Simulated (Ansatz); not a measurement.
Q: Each is relaxed and computed with PBE in the plane-wave PAW code Ansatz. Which is the only metal?
A. GeS, wurtzite
B. FeS2, Pnnm (Fe on 2a, S on 4g)
C. FeGe2, P6/mmm (Fe on 1a, Ge on 2d)
D. FeBiO3, Amm2 (Bi on 2b, Fe on 2a, O on 2b, O on 4d)

A: C, FeGe2, P6/mmm (Fe on 1a, Ge on 2d). FeGe2: metal; GeS: gap 1.00 eV (indirect); FeBiO3: gap 0.96 eV (indirect); FeS2: gap 0.86 eV (indirect). Spin orders computed, not proven ground states: FeGe2, P6/mmm (Fe on 1a, Ge on 2d) ferromagnetic; FeBiO3, Amm2 (Bi on 2b, Fe on 2a, O on 2b, O on 4d) antiferromagnetic. Constructed cells (a structure type filled with these elements, in neither database checked): FeGe2, P6/mmm (Fe on 1a, Ge on 2d); GeS, wurtzite. Typed or built starts, not in the databases checked: FeBiO3, Amm2 (Bi on 2b, Fe on 2a, O on 2b, O on 4d). Not the usual ambient phase: FeBiO3, Amm2 (Bi on 2b, Fe on 2a, O on 2b, O on 4d). Began spin-polarised and lost the moments: FeS2, Pnnm (Fe on 2a, S on 4g). All cells were relaxed under the symmetry of their starts (and spin orders); stability against distortions was not tested throughout. Cells of antiferromagnets are given as chemical subcells. No Hubbard U is applied. Scalar-relativistic: spin–orbit coupling is off unless named, which matters more the heavier the elements.

Potentials: the later of the program's two PAW sets.
